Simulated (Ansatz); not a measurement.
# Sn (beta-Sn type, space group I4_1/amd), scan of one atom of the cell

Sn (beta-Sn type, space group I4_1/amd)

```
CELL_PARAMETERS angstrom
     -2.91656     2.91656     1.57902
      2.91656    -2.91656     1.57902
      2.91656     2.91656    -1.57902
ATOMIC_POSITIONS crystal
  Sn 0.75000 0.25000 0.50000
  Sn 0.00000 0.00000 0.00000
```

Scan: atom 1 (Sn, nearest neighbour Sn at 3.022 Å; its periodic images, 3.2 Å or more away, move with it) is displaced along Cartesian x, direction (1.000, 0.000, 0.000) in Cartesian axes, by s. The other atoms stay.

All values below come from PBEsol (plane waves to 420 eV, PAW, scalar-relativistic; Ansatz, a program for electronic structure). k mesh 13×13×13 (Γ-centred), Fermi-Dirac smearing 0.05 eV. Energies are smeared free energies. Compression counts positive. With partly filled bands, energies and forces of such displacements shift with the k mesh and the smearing. F∥ is the force on the atom along that direction. F⊥ is the part of the force across the line. Sn was relaxed with its symmetry unable to fall. The PAW data are Ansatz's earlier set. ΔE is measured from the undisplaced structure.

```json
[
 {"s (Å)": "-0.300", "ΔE (meV/cell)": "192", "|F⊥| (eV/Å)": "0.292", "P (GPa)": "2.1", "F∥ (eV/Å)": "1.409"},
 {"s (Å)": "-0.240", "ΔE (meV/cell)": "118", "|F⊥| (eV/Å)": "0.182", "P (GPa)": "1.3", "F∥ (eV/Å)": "1.047"},
 {"s (Å)": "-0.180", "ΔE (meV/cell)": "65", "|F⊥| (eV/Å)": "0.100", "P (GPa)": "0.7", "F∥ (eV/Å)": "0.744"},
 {"s (Å)": "-0.120", "ΔE (meV/cell)": "28", "|F⊥| (eV/Å)": "0.043", "P (GPa)": "0.3", "F∥ (eV/Å)": "0.480"},
 {"s (Å)": "-0.060", "ΔE (meV/cell)": "7", "|F⊥| (eV/Å)": "0.011", "P (GPa)": "0.1", "F∥ (eV/Å)": "0.234"},
 {"s (Å)": "0.000", "ΔE (meV/cell)": "0", "|F⊥| (eV/Å)": "0.000", "P (GPa)": "0.0", "F∥ (eV/Å)": "0.000"},
 {"s (Å)": "0.060", "ΔE (meV/cell)": "7", "|F⊥| (eV/Å)": "0.011", "P (GPa)": "0.1", "F∥ (eV/Å)": "-0.234"},
 {"s (Å)": "0.120", "ΔE (meV/cell)": "28", "|F⊥| (eV/Å)": "0.043", "P (GPa)": "0.3", "F∥ (eV/Å)": "-0.480"},
 {"s (Å)": "0.180", "ΔE (meV/cell)": "65", "|F⊥| (eV/Å)": "0.100", "P (GPa)": "0.7", "F∥ (eV/Å)": "-0.744"},
 {"s (Å)": "0.240", "ΔE (meV/cell)": "118", "|F⊥| (eV/Å)": "0.182", "P (GPa)": "1.3", "F∥ (eV/Å)": "-1.047"},
 {"s (Å)": "0.300", "ΔE (meV/cell)": "192", "|F⊥| (eV/Å)": "0.292", "P (GPa)": "2.1", "F∥ (eV/Å)": "-1.409"}
]
```

Read from the data:

| Item | Result |
|---|---|
| Energy at s = 0.300 Å | 192 meV/cell |
| Force along the line at s = -0.300 Å | 1.41 eV/Å |
| Symmetry of the curve | even: the same for both signs |
| Shape of the curve | a single well with its minimum at or next to zero displacement |
| Force constant k = d²E/ds² at s = 0 (finite differences) | 3.86 eV/Å² |
| Harmonic estimate at the end of the scan | ½ks² = 174 meV/cell against the computed 192 meV/cell, so the well is stiffer than harmonic there |

The 11 points together took about 4 core-minutes (a rough figure).

(For displaced atoms, the force is minus the slope of the energy, and its curvature is a force constant, which sets phonon frequencies.)
